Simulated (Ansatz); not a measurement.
Ansatz input

```yaml
crystal:
  lattice:
    - [-1.7205720094, 2.096908854, 1.5355586949]
    - [2.096908854, -1.7205720094, 1.5355586949]
    - [3.4502361946, 3.4502361946, -0.8462970748]
  atoms:
    - { symbol: Hf, position: [0.0416835616, 0.9583164384, 0.0] }
    - { symbol: Hf, position: [0.7083164384, 0.2916835616, 0.5] }
hamiltonian:
  xc: lda
  pseudopotentials:
    kind: paw_fr
    azcp:
      Hf: "pseudopotentials/Hf.paw.azcp"
basis:
  ecutwfc: 420
  fft_grid_basis: typed
kpoints:
  mp_grid: { grid: [12, 12, 7], shift: [0, 0, 0] }
magnetization:
  noncollinear: true
  spin_orbit: true
scf:
  occupations: { method: fermi_dirac, width: 0.1 }
output:
  write_density: true
  write_potential: true
  elf: true
  volumetric_format: npy
```

Terminal output

```
Warning: the record states the generating functional pbe (its physics header spells it `PBE`), which answers neither for hamiltonian.xc's functional nor for the lda family's — results may be inconsistent (PPs are generated against a specific XC)
Engine: ansatz 0.2.0, x86_64-unknown-linux-gnu
Pseudopotentials: kind: paw_fr
Pseudopotential: Hf, paw_fr, valence charge 26, recommended cutoff 420 eV (normal) 
Functional definition: SPW92
  exchange = slater_x
  correlation = pw_c
non-collinear run that drives no moment, with spin-orbit: no starting moment large enough to seed its density (crystal.atoms[].spin), no starting occupations that ask for one, no magnetisation constraint and no magnetic field, so the semilocal B_xc is pinned to zero
Crystal: 2 atoms, lattice volume = 41.666 Å³
Basis set: ecut = 420 eV, 809 PW (Γ)
Bands: 64, of which v1, the nominal top of the filled ones, is band 52 counted from 1 (51 counted from 0)
Symmetry: 4 space group operations + 4 with time reversal
Magnetic group: BNS 15.86 (UNI 93), of the structure as read, at distance tolerance 3.5e-5 Å
k-points: 277 of 1008
Projection manifold: j_resolved (fully-relativistic pseudo-atomic orbitals)
Non-local potential: Hf, projectors of the file, l = 0: 3, l = 1: 4, l = 2: 4, l = 3: 6
PAW form: soft (Blöchl's): semilocal exchange-correlation on the pseudo side does not see the compensation charge
PAW frozen core: Hf, regenerated for the run's functional, and the local potential with it (the file was generated under x = pbe(κ = 0.804, μ = 0.2195149727645171), c = pbe(β = 0.06672455060314922))
PAW one-centre angular grid: Hf, 590 points (default); XC on 64 Gauss nodes
Initial density: superposition of atomic densities (chi_scale 0.1, normalization cell)
Initial wavefunctions: pseudopotential atomic-orbital guess
Functional: x = slater, c = lda
SCF iter   1: F=—  HF=-30989.589715 eV  |F-HF|=—  |Δ(HF+E_count)|=         —  Δρ=3.39e-2  dr2=5.65e-1  dr2_m=0.00e0 (ungated)  ethr=3.10e-3  |M|=0.00e0 ∫|m|=0.00e0 μB  |m|>n=0.0e0 m-floor=0.0e0 τ_xc=0.0e0  β_m=0.30  ⟨swp⟩=5.1  Hψ=35286  notcnv=0  defer=58
spin=Noncollinear: Kerker preconditioning applied to the charge; magnetization (m_x, m_y, m_z) channels mix plain (no charge-response kernel on spin).
SCF iter   2: F=—  HF=-30989.500299 eV  |F-HF|=—  |Δ(HF+E_count)|=   8.94e-2  Δρ=2.63e-2  dr2=3.43e-1  dr2_m=0.00e0 (ungated)  ethr=1.09e-3  |M|=0.00e0 ∫|m|=0.00e0 μB  |m|>n=0.0e0 m-floor=0.0e0 τ_xc=0.0e0  β_m=0.65  ⟨swp⟩=1.6  Hψ=10506  notcnv=0  defer=362
SCF iter   3: F=—  HF=-30989.384021 eV  |F-HF|=—  |Δ(HF+E_count)|=   1.16e-1  Δρ=7.42e-3  dr2=2.86e-2  dr2_m=0.00e0 (ungated)  ethr=6.60e-4  |M|=0.00e0 ∫|m|=0.00e0 μB  |m|>n=0.0e0 m-floor=0.0e0 τ_xc=0.0e0  β_m=0.55  ⟨swp⟩=3.0  Hψ=16725  notcnv=0  defer=432
SCF iter   4: F=—  HF=-30989.361115 eV  |F-HF|=—  |Δ(HF+E_count)|=   2.29e-2  Δρ=2.83e-3  dr2=1.60e-3  dr2_m=0.00e0 (ungated)  ethr=5.49e-5  |M|=0.00e0 ∫|m|=0.00e0 μB  |m|>n=0.0e0 m-floor=0.0e0 τ_xc=0.0e0  β_m=0.77  ⟨swp⟩=2.0  Hψ=17341  notcnv=0  defer=432
SCF iter   5: F=—  HF=-30989.362906 eV  |F-HF|=—  |Δ(HF+E_count)|=   1.79e-3  Δρ=8.36e-4  dr2=3.01e-4  dr2_m=0.00e0 (ungated)  ethr=3.08e-6  |M|=0.00e0 ∫|m|=0.00e0 μB  |m|>n=0.0e0 m-floor=0.0e0 τ_xc=0.0e0  β_m=0.87  ⟨swp⟩=2.1  Hψ=15253  notcnv=0  defer=432
SCF iter   6: F=—  HF=-30989.362852 eV  |F-HF|=—  |Δ(HF+E_count)|=   5.36e-5  Δρ=1.31e-4  dr2=6.06e-6  dr2_m=0.00e0 (ungated)  ethr=5.79e-7  |M|=0.00e0 ∫|m|=0.00e0 μB  |m|>n=0.0e0 m-floor=0.0e0 τ_xc=0.0e0  β_m=0.94  ⟨swp⟩=2.0  Hψ=13678  notcnv=0  defer=432
SCF iter   7: F=—  HF=-30989.362860 eV  |F-HF|=—  |Δ(HF+E_count)|=   7.64e-6  Δρ=3.40e-5  dr2=4.56e-7  dr2_m=0.00e0 (ungated)  ethr=1.17e-8  |M|=0.00e0 ∫|m|=0.00e0 μB  |m|>n=0.0e0 m-floor=0.0e0 τ_xc=0.0e0  β_m=0.97  ⟨swp⟩=2.0  Hψ=16089  notcnv=0  defer=436
SCF iter   8: F=-30989.362860 eV  HF=-30989.362860 eV  |F-HF|=5.56e-9  |Δ(HF+E_count)|=   1.08e-7  Δρ=5.54e-6  dr2=1.05e-8  dr2_m=0.00e0 (ungated)  ethr=1.92e-10  |M|=0.00e0 ∫|m|=0.00e0 μB  |m|>n=0.0e0 m-floor=0.0e0 τ_xc=0.0e0  ⟨swp⟩=7.1  Hψ=28511  notcnv=0
SCF 1 converged in 8 iterations: F = -30989.362860 eV  dr2 = 1.05e-8
SCF converged after 8 iterations
Magnetization: |M| = 0.0000 μB,  M = (+0.0000, +0.0000, +0.0000) μB
Absolute magnetization: 0.0000 μB (∫|m|)
  site 0: m = (+0.0000, +0.0000, +0.0000) μB, |m| = 0.0000 μB  (R = 1.26 Å)
  site 1: m = (+0.0000, +0.0000, +0.0000) μB, |m| = 0.0000 μB  (R = 1.26 Å)
Free energy (F): -30989.362860 eV
Harris-Foulkes:  -30989.362860 eV  (|F-HF|=5.56e-9)
Internal energy: -30989.305913 eV  (E = F + TS)
E sigma→0 (E₀):  -30989.334387 eV
Entropy (-TS):   -0.056947 eV (-28.473 meV/atom)
Fermi energy:    21.113933 eV
--- Per-component energies (eV) ---
  E_band       = 143.166311
  E_kinetic    = 855.300089
  E_local      = -9787.353350  (includes V_loc(G=0)·N_el)
  E_nonlocal   = -2467.827352
  E_hartree    = 4626.494022
  E_xc         = -596.337811
  E_vxc        = -535.312080  (∫ρ·V_xc dr)
  E_paw        = -13408.374354  (= ΣΔE_a)
  E_vpaw       = 2825.373190  (= ΣTr[D̂ρ^β])
  E_aug_tail   = -0.000003  (compensation charges beyond the density's cutoff)
  E_ewald      = -10216.134203
  E_core_change = 4.927047  (= ΣΔE_core)
  E_smearing   = -0.056947  (= −TS)
  E_closure    = 0.000000  (closes the sum)
  Σ components = -30989.362860   (vs F -30989.362860, Δ=0.00e0)
--- Band table (eV; the first three rows and the last of 277) ---
  k-point 0: bands = ["-40.4629", "-40.4629", "-40.3647", "-40.3647", "-14.8457", "-14.8457", "-14.5378", "-14.5378", "-7.4516", "-7.4516", "-6.7131", "-6.7131", "-6.5245", "-6.5245", "-6.5130", "-6.5130", "8.6149", "8.6149", "8.6165", "8.6165", "8.6184", "8.6184", "8.6184", "8.6184", "8.6424", "8.6424", "8.6426", "8.6426", "10.3472", "10.3472", "10.3485", "10.3485", "10.3565", "10.3565", "10.3583", "10.3583", "10.3680", "10.3680", "10.3896", "10.3896", "10.4061", "10.4061", "10.4091", "10.4091", "13.5977", "13.5977", "17.2169", "17.2169", "22.0893", "22.0893", "22.0999", "22.0999", "22.4870", "22.4870", "22.5046", "22.5046", "22.9258", "22.9258", "23.3979", "23.3979", "23.8445", "23.8445", "24.0705", "24.0705"]
  k-point 1: bands = ["-40.4580", "-40.4580", "-40.3696", "-40.3696", "-14.8301", "-14.8301", "-14.5527", "-14.5527", "-7.4099", "-7.4099", "-6.7038", "-6.7038", "-6.5650", "-6.5650", "-6.5339", "-6.5339", "8.6149", "8.6149", "8.6167", "8.6167", "8.6180", "8.6180", "8.6184", "8.6184", "8.6425", "8.6425", "8.6426", "8.6426", "10.3456", "10.3456", "10.3470", "10.3470", "10.3587", "10.3587", "10.3600", "10.3600", "10.3660", "10.3660", "10.3883", "10.3883", "10.4080", "10.4080", "10.4104", "10.4104", "13.8010", "13.8010", "17.1447", "17.1447", "21.7798", "21.7798", "22.0137", "22.0137", "22.2754", "22.2754", "22.4314", "22.4314", "22.7914", "22.7914", "23.2179", "23.2179", "24.1758", "24.1758", "24.3612", "24.3612"]
  k-point 2: bands = ["-40.4445", "-40.4445", "-40.3833", "-40.3833", "-14.7868", "-14.7868", "-14.5948", "-14.5948", "-7.2908", "-7.2908", "-6.7072", "-6.7072", "-6.6780", "-6.6780", "-6.5604", "-6.5604", "8.6150", "8.6150", "8.6170", "8.6170", "8.6171", "8.6171", "8.6184", "8.6184", "8.6427", "8.6427", "8.6428", "8.6428", "10.3418", "10.3418", "10.3455", "10.3455", "10.3612", "10.3612", "10.3630", "10.3630", "10.3648", "10.3648", "10.3844", "10.3844", "10.4118", "10.4118", "10.4130", "10.4130", "14.3774", "14.3774", "16.8264", "16.8264", "21.2687", "21.2687", "21.9021", "21.9021", "21.9095", "21.9095", "22.2407", "22.2407", "22.4721", "22.4721", "22.8312", "22.8312", "24.9212", "24.9212", "25.0707", "25.0707"]
  k-point 276: bands = ["-40.3659", "-40.3659", "-40.3587", "-40.3587", "-14.8637", "-14.8637", "-14.8450", "-14.8450", "-7.4178", "-7.4178", "-7.4022", "-7.4022", "-6.8715", "-6.8715", "-6.8011", "-6.8011", "8.6146", "8.6146", "8.6151", "8.6151", "8.6192", "8.6192", "8.6202", "8.6202", "8.6442", "8.6442", "8.6446", "8.6446", "10.3526", "10.3526", "10.3551", "10.3551", "10.3567", "10.3567", "10.3597", "10.3597", "10.3759", "10.3759", "10.3786", "10.3786", "10.4018", "10.4018", "10.4049", "10.4049", "17.3748", "17.3748", "17.7159", "17.7159", "19.8367", "19.8367", "20.1264", "20.1264", "22.3618", "22.3618", "22.7748", "22.7748", "23.4736", "23.4736", "24.5284", "24.5284", "27.5680", "27.5680", "27.6485", "27.6485"]
```
